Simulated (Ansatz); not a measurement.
# ZrSi₂: vacancy hop by nudged elastic band (Ansatz)

input.yaml:

```yaml
crystal:
  lattice:
    - [7.450054, 2.5e-07, 0.0]
    - [1.86251375, -7.38997294, 0.0]
    - [0.0, 0.0, -7.34992]
  atoms:
    - { symbol: Si, position: [0.12503193, 0.50248325, 0.12324484] }
    - { symbol: Zr, position: [0.05590941, 0.78665819, 0.37209967] }
    - { symbol: Zr, position: [0.4499789, 0.20540638, 0.122861] }
    - { symbol: Si, position: [0.21913917, 0.12212444, 0.37678213] }
    - { symbol: Si, position: [0.28111527, 0.8735559, 0.12230309] }
    - { symbol: Si, position: [0.37608184, 0.49542335, 0.87380747] }
    - { symbol: Si, position: [0.12295564, 0.50362045, 0.62383577] }
    - { symbol: Zr, position: [0.05165209, 0.79543295, 0.86917384] }
    - { symbol: Zr, position: [0.45053282, 0.20434027, 0.62495956] }
    - { symbol: Si, position: [0.22059478, 0.11948079, 0.8751253] }
    - { symbol: Si, position: [0.2766968, 0.87975566, 0.62230188] }
    - { symbol: Si, position: [0.88096537, 0.50091191, 0.37757905] }
    - { symbol: Si, position: [0.62251541, 0.50006379, 0.12432846] }
    - { symbol: Zr, position: [0.55583348, 0.79046238, 0.37257755] }
    - { symbol: Zr, position: [0.95513908, 0.20648381, 0.12290619] }
    - { symbol: Si, position: [0.71833192, 0.12098374, 0.36861753] }
    - { symbol: Si, position: [0.77916237, 0.87939367, 0.12482717] }
    - { symbol: Si, position: [0.87616388, 0.5007479, 0.87670197] }
    - { symbol: Si, position: [0.62279626, 0.50033766, 0.62262168] }
    - { symbol: Zr, position: [0.54685481, 0.79243293, 0.87037133] }
    - { symbol: Zr, position: [0.9444835, 0.20913023, 0.62925865] }
    - { symbol: Si, position: [0.72031534, 0.12242001, 0.87890663] }
    - { symbol: Si, position: [0.77620383, 0.87825646, 0.62048935] }
kpoints:
  mp_grid: { grid: [2, 2, 2] }
magnetization:
  spin_polarized: false
scf:
  occupations: { method: cold, width: 0.15 }
hamiltonian:
  pseudopotentials: { kind: paw }
  xc: pbe
basis:
  ecutwfc: 420
neb:
  images: 3
  relax_end_points: true
  climbing: true
  f_tol: 0.1
  max_iterations: 40
  order_check: false
  final_atoms:
    - { symbol: Si, position: [0.12503193, 0.50248325, 0.12324484] }
    - { symbol: Zr, position: [0.05590941, 0.78665819, 0.37209967] }
    - { symbol: Zr, position: [0.4499789, 0.20540638, 0.122861] }
    - { symbol: Si, position: [0.21913917, 0.12212444, 0.37678213] }
    - { symbol: Si, position: [0.28111527, 0.8735559, 0.12230309] }
    - { symbol: Si, position: [0.37608184, 0.49542335, 0.87380747] }
    - { symbol: Si, position: [0.12295564, 0.50362045, 0.62383577] }
    - { symbol: Zr, position: [0.05165209, 0.79543295, 0.86917384] }
    - { symbol: Zr, position: [0.45053282, 0.20434027, 0.62495956] }
    - { symbol: Si, position: [0.22059478, 0.11948079, 0.8751253] }
    - { symbol: Si, position: [0.2766968, 0.87975566, 0.62230188] }
    - { symbol: Si, position: [0.88096537, 0.50091191, 0.37757905] }
    - { symbol: Si, position: [0.62251541, 0.50006379, 0.12432846] }
    - { symbol: Zr, position: [0.55583348, 0.79046238, 0.37257755] }
    - { symbol: Zr, position: [0.95513908, 0.20648381, 0.12290619] }
    - { symbol: Si, position: [0.71833192, 0.12098374, 0.36861753] }
    - { symbol: Si, position: [0.77916237, 0.87939367, 0.12482717] }
    - { symbol: Si, position: [0.87616388, 0.5007479, 0.87670197] }
    - { symbol: Si, position: [0.3792624, 0.50144835, 0.37511132] }
    - { symbol: Zr, position: [0.54685481, 0.79243293, 0.87037133] }
    - { symbol: Zr, position: [0.9444835, 0.20913023, 0.62925865] }
    - { symbol: Si, position: [0.72031534, 0.12242001, 0.87890663] }
    - { symbol: Si, position: [0.77620383, 0.87825646, 0.62048935] }
```

Launch command:

```bash
ansatz run input.yaml --threads 4 --pin off --max-ram 8192MiB --backend cpu --events-out ev --progress --plain --runs-dir out
```

Origin of the cell: a database entry, scaled a little.

The cell is 2×1×2 cells of ZrSi2 with one Si taken out; atom 19 (Si) hops into the empty site, 2.57 Å away before the end points are relaxed. All atoms were shaken by about 0.02 Å first.

Output (shortened):

```
Warning: neb: disabling space-group detection — the band's intermediate images generally break the endpoint symmetry, so no spatial operation reduces the k-mesh or symmetrises the density, ex […]
Pseudopotentials: kind: paw
Pseudopotential: Si, paw, valence charge 4, recommended cutoff 420 eV (normal), Si.paw.azcp
Pseudopotential: Zr, paw, valence charge 12, recommended cutoff 420 eV (normal), Zr.paw.azcp
Functional definition: PBE
  exchange = pbe_x(kappa = kappa, mu = beta*pi^2/3)
  correlation = pbe_c(beta = beta)
parallel-image band execution: 3 concurrent image workers
NEB image 0
Crystal: 23 atoms, lattice volume = 404.655 Å³
Basis set: ecut = 420 eV, 7945 PW (Γ), exchange–correlation on 100×108×100 points (8 copies of the dense FFT grid, shifted against one another)
Bands: 101, of which v1, the nominal top of the filled ones, is band 78 counted from 1 (77 counted from 0)
[… 6 lines left out …]
Initial density: superposition of atomic densities (neutral atoms: chi_scale 0, normalization atom), corrected by the library's trained network
Functional: x = pbe(κ = 0.804, μ = 0.219515), c = pbe(β = 0.066725)
SCF iter   1: F=—  HF=-43021.380188 eV  Δρ=3.43e-3  dr2=6.34e-2
SCF iter   2: F=—  HF=-43021.376680 eV  S|Δr|=    0.00e0  Δρ=1.99e-3  dr2=2.14e-2
SCF iter   3: F=—  HF=-43021.375532 eV  S|Δr|=    0.00e0  Δρ=3.61e-4  dr2=1.23e-3
[… 2 lines left out …]
SCF iter   6: F=—  HF=-43021.374502 eV  S|Δr|=    0.00e0  Δρ=1.69e-5  dr2=3.17e-6
SCF iter   7: F=—  HF=-43021.374502 eV  S|Δr|=    0.00e0  Δρ=7.55e-6  dr2=6.64e-7
SCF iter   8: F=-43021.374502 eV  HF=-43021.374502 eV  S|Δr|=    0.00e0  Δρ=2.46e-6  dr2=6.71e-8
NEB iter   1: max|band force component| = 1.227e0 eV/Å  barrier→ = 1.0931 eV  barrier← = 1.0930 eV  Δτ_max = 0.1865 Å  (44 SCF iters)
NEB iter   2: max|band force component| = 1.261e0 eV/Å  barrier→ = 1.0695 eV  barrier← = 1.0695 eV  Δτ_max = 0.0927 Å  (24 SCF iters)
NEB iter   3: max|band force component| = 9.234e-2 eV/Å  barrier→ = 0.9155 eV  barrier← = 0.9155 eV  CI = image 2  Δτ_max = 0.0087 Å  (24 SCF iters)
NEB iter   4: max|band force component| = 7.131e-2 eV/Å  barrier→ = 0.9117 eV  barrier← = 0.9116 eV  CI = image 2  Δτ_max = 0.0000 Å  (6 SCF iters)
--- NEB band (5 images, 4 band iterations, 98 SCF iterations, 78 more in tests of the images' electronic states and relaxations of end points) ---
  forward barrier  = 0.911713 eV
  backward barrier = 0.911649 eV
  lagrangian_above_aufbau_ev (what the smearing adds, to first order; not taken off the barriers): saddle image -0.006817 eV, end points +0.003225 and +0.003227 eV
  climbing image's point = of an order that was not read
  energies are F+E_penalty+E_count in eV, relative to image 0
  image     s (Å)  Δ vs image 0  max|band force component| (eV/Å)
      0    0.0000      0.000000                                 —
      1    0.6616      0.472673                          7.131e-2
  *   2    1.3235      0.911713                          3.210e-2
      3    1.9856      0.472524                          7.094e-2
      4    2.6472      0.000063                                 —
```

The converged band:

```json
{"image": "0", "path over all atoms (Å)": "0.00", "ΔF (eV)": "0.000", "Si x": "5.60", "y": "-3.69", "z (Å)": "-4.59"}
{"image": "1", "path over all atoms (Å)": "0.66", "ΔF (eV)": "0.473", "Si x": "5.14", "y": "-3.69", "z (Å)": "-4.13"}
{"image": "2", "path over all atoms (Å)": "1.32", "ΔF (eV)": "0.912", "Si x": "4.66", "y": "-3.69", "z (Å)": "-3.67"}
{"image": "3", "path over all atoms (Å)": "1.99", "ΔF (eV)": "0.473", "Si x": "4.18", "y": "-3.69", "z (Å)": "-3.20"}
{"image": "4", "path over all atoms (Å)": "2.65", "ΔF (eV)": "0.000", "Si x": "3.71", "y": "-3.69", "z (Å)": "-2.74"}
```

Highest image (2), forces in eV/Å:

```xyz
23
Lattice="7.450 0.000 0.000 1.863 -7.390 0.000 0.000 0.000 -7.350" Properties=species:S:1:pos:R:3:forces:R:3 pbc="T T T" image=2
Si    1.820   -3.688   -0.881   -0.016   -0.002    0.016
Zr    1.840   -5.836   -2.752   -0.005   -0.001   -0.008
Zr    3.729   -1.553   -0.906    0.004   -0.002    0.004
Si    1.864   -0.802   -2.745   -0.003   -0.010    0.004
Si    3.725   -6.550   -0.925    0.003    0.020   -0.001
Si    3.721   -3.690   -6.463    0.013   -0.002   -0.027
Si    1.838   -3.671   -4.570   -0.032   -0.001    0.015
Zr    1.866   -5.846   -6.408   -0.006   -0.003   -0.005
Zr    3.671   -1.460   -4.637    0.005    0.016   -0.003
Si    1.837   -0.735   -6.444   -0.005   -0.003   -0.003
Si    3.738   -6.559   -4.556    0.004    0.019    0.004
Si    7.477   -3.713   -2.762    0.032    0.001   -0.015
Si    5.594   -3.694   -0.869   -0.013    0.002    0.027
Zr    5.644   -5.924   -2.695   -0.005   -0.016    0.002
Zr    7.449   -1.538   -0.924    0.006    0.003    0.005
Si    5.578   -0.825   -2.776   -0.004   -0.019   -0.004
Si    7.478   -6.649   -0.887    0.004    0.003    0.003
Si    7.495   -3.696   -6.451    0.016    0.002   -0.016
Si    4.658   -3.692   -3.666    0.000    0.000    0.000
Zr    5.586   -5.831   -6.426   -0.005    0.002   -0.004
Zr    7.475   -1.547   -4.580    0.005    0.001    0.008
Si    5.591   -0.834   -6.407   -0.003   -0.019    0.001
Si    7.452   -6.581   -4.587    0.003    0.010   -0.004
```

Barrier of this path: 0.91 eV forwards, 0.91 eV backwards, after 4 band iterations.

Caveats: no moments, though an odd count or open d shells may carry them; the k mesh is coarse if the cell is a metal; a small cell with a neutral vacancy and no spin, whose shape can make like sites unlike; the cell is held at a rescaled volume, and strain moves barriers; the hop was drawn among near neighbours and need not be the easiest path; few images and a loose tolerance, and neither the top nor the ends were tested for their order.

Time: 2.5 min on 4 threads of Arm Neoverse V1, on a shared host, peak memory 2 GiB, from the program's own first density.
